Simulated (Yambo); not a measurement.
## Optical response of KSc2F7

```
KSc2F7
1.0
    3.27207    -5.29481     0.00000
    3.27207     5.29481     0.00000
    0.00000     0.00000     4.04834
F K Sc
7 1 2
Cartesian
  3.27207   2.15181   0.00000
  3.27207  -2.15181   0.00000
  1.23854  -1.52459   2.02417
  5.30560   1.52459   2.02417
  1.23854   1.52459   2.02417
  5.30560  -1.52459   2.02417
  3.27207   0.00000   2.02417
  0.00000   0.00000   0.00000
  3.27207   2.04824   2.02417
  3.27207  -2.04824   2.02417
```

Yambo, RPA with local fields on PBEsol bands shifted by a G0W0 scissor of 4.88 eV; 4×4×4 mesh, 122 bands, 3 Ry local-field block, 0.2 eV broadening; field along x.

| E (eV) | Im ε | Re ε | Im ε, independent particles |
|---|---|---|---|
| 0.0 | 0.00 | 2.04 | 0.00 |
| 0.5 | 0.00 | 2.04 | 0.00 |
| 1.0 | 0.00 | 2.05 | 0.00 |
| 1.5 | 0.00 | 2.05 | 0.00 |
| 2.0 | 0.00 | 2.06 | 0.00 |
| 2.5 | 0.00 | 2.07 | 0.00 |
| 3.0 | 0.00 | 2.08 | 0.01 |
| 3.5 | 0.01 | 2.09 | 0.01 |
| 4.0 | 0.01 | 2.11 | 0.01 |
| 4.5 | 0.01 | 2.13 | 0.01 |
| 5.0 | 0.01 | 2.15 | 0.01 |
| 5.5 | 0.01 | 2.18 | 0.01 |
| 6.0 | 0.01 | 2.21 | 0.01 |
| 6.5 | 0.02 | 2.25 | 0.02 |
| 7.0 | 0.02 | 2.29 | 0.02 |
| 7.5 | 0.02 | 2.34 | 0.02 |
| 8.0 | 0.03 | 2.40 | 0.03 |
| 8.5 | 0.03 | 2.48 | 0.03 |
| 9.0 | 0.04 | 2.57 | 0.04 |
| 9.5 | 0.06 | 2.70 | 0.06 |
| 10.0 | 0.08 | 2.86 | 0.08 |
| 10.5 | 0.12 | 3.09 | 0.12 |
| 11.0 | 0.22 | 3.47 | 0.23 |
| 11.5 | 0.68 | 4.04 | 0.72 |
| 12.0 | 1.89 | 4.28 | 2.01 |
| 12.5 | 2.26 | 3.55 | 2.29 |
| 13.0 | 2.98 | 3.45 | 3.12 |
| 13.5 | 4.51 | 2.40 | 4.77 |
| 14.0 | 3.43 | 0.18 | 3.26 |
| 14.5 | 2.31 | 0.08 | 2.13 |
| 15.0 | 1.73 | 0.25 | 1.65 |
| 15.5 | 1.27 | 0.31 | 1.21 |
| 16.0 | 0.99 | 0.58 | 0.93 |
| 16.5 | 1.05 | 0.62 | 0.96 |
| 17.0 | 0.85 | 0.62 | 0.85 |
| 17.5 | 0.62 | 0.74 | 0.67 |
| 18.0 | 0.60 | 0.84 | 0.68 |
| 18.5 | 0.47 | 0.93 | 0.56 |
| 19.0 | 0.49 | 1.16 | 0.53 |
| 19.5 | 0.55 | 1.13 | 0.49 |
| 20.0 | 0.59 | 1.19 | 0.57 |

Peak heights and small wiggles depend on the k mesh. Convergence of the RPA response with its 4×4×4 mesh was not tested. The scissor comes from a G0W0 run whose convergence isn't established. No excitonic effects at this level.

Geometry of the Materials Project entry, not relaxed at this level.

The structure is a Materials Project entry; no match was found in the copy of COD used, and its stability was not checked.
